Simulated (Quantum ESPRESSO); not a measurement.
Ga3GeN4, a curve over strain

Simulated, not a measurement. The program is pw.x of Quantum ESPRESSO 7.5 (plane-wave density functional theory). The cell is made up: 8 atoms on a wurtzite lattice, with randomly drawn elements, strain and displacements, not relaxed. PseudoDojo standard norm-conserving files (v0.5 for PBE, v0.4.1 for LDA and PBEsol) set the functional; there is no spin polarisation, spin-orbit coupling or dispersion term, and the masses in the input are unused placeholders. A spin-polarised start on this cell or one of its family kept no moment.

Seven runs add a strain to one cell (shear xy, as the tensor component); the atoms follow the cell and are not relaxed. Stress in the table is positive in tension.

Input of the run at -0.0026:

```
&control calculation='scf', pseudo_dir='./dojo.nc.sr.pbe.v0_5.standard.upf', outdir='./o', disk_io='low', tprnfor=.true., tstress=.true. /
&system ibrav=0, nat=8, ntyp=3, nbnd=47, ecutwfc=84.00895049, nosym=.true., tot_charge=0,
 occupations='smearing', smearing='fd', degauss=0.0073498644
/
&electrons conv_thr=7.350e-09, electron_maxstep=60, /
ATOMIC_SPECIES
Ga 1.0 Ga.upf
Ge 1.0 Ge.upf
N 1.0 N.upf
CELL_PARAMETERS angstrom
3.2045 0.0082 -0.032
0.0143 5.506 0.0462
-0.0523 0.0437 5.2353
ATOMIC_POSITIONS angstrom
Ga -0.0396 -0.0034 -0.0818
Ga 1.4638 2.7193 0.0493
Ga 1.6112 0.8855 2.6067
Ge 0.0313 3.6479 2.6799
N -0.021 -0.0784 1.8856
N 1.6104 2.6936 2.0719
N 1.4789 1.0339 4.5446
N 0.02 3.6807 4.6394
K_POINTS automatic
7 6 6 1 1 1
```

```
added strain  free energy less that of the input shown (eV)  stress xx (GPa)  stress yy (GPa)  stress zz (GPa)  stress xy (GPa)  pressure (GPa)  iterations
     -0.0141                                        -0.0374           -10.79           -15.17           -10.36             1.81           12.11          12
     -0.0026                                         0.0000           -11.42           -15.33           -10.66             4.04           12.47          12
     +0.0048                                         0.0410           -11.94           -15.60           -10.80             5.49           12.78          12
     +0.0139                                         0.1093           -12.70           -16.13           -10.91             7.28           13.24          12
     +0.0171                                         0.1380           -12.99           -16.35           -10.93             7.92           13.42          12
     +0.0234                                         0.2026           -13.61           -16.89           -10.95             9.18           13.82          12
```

Question: one run is left out of the table, at -0.0069. Estimate its stress xy (GPa).

Answer: 3.21. The whole row:

| added strain | free energy less that of the input shown (eV) | stress xx (GPa) | stress yy (GPa) | stress zz (GPa) | stress xy (GPa) | pressure (GPa) | iterations |
| --- | --- | --- | --- | --- | --- | --- | --- |
| -0.0069 | -0.0174 | -11.17 | -15.23 | -10.56 | 3.21 | 12.32 | 12 |

A cubic fit gives a slope of stress xy against the added strain of 195 GPa at zero added strain, with the atoms clamped. Across the table the free energy follows the integral of the stress to within 0.4 meV. A rerun of one of the cells at 1437 eV and a 9 x 8 x 8 mesh moved values by no more than 0.006 eV in energy, 0.27 GPa in stress and 0.020 eV/Å in force.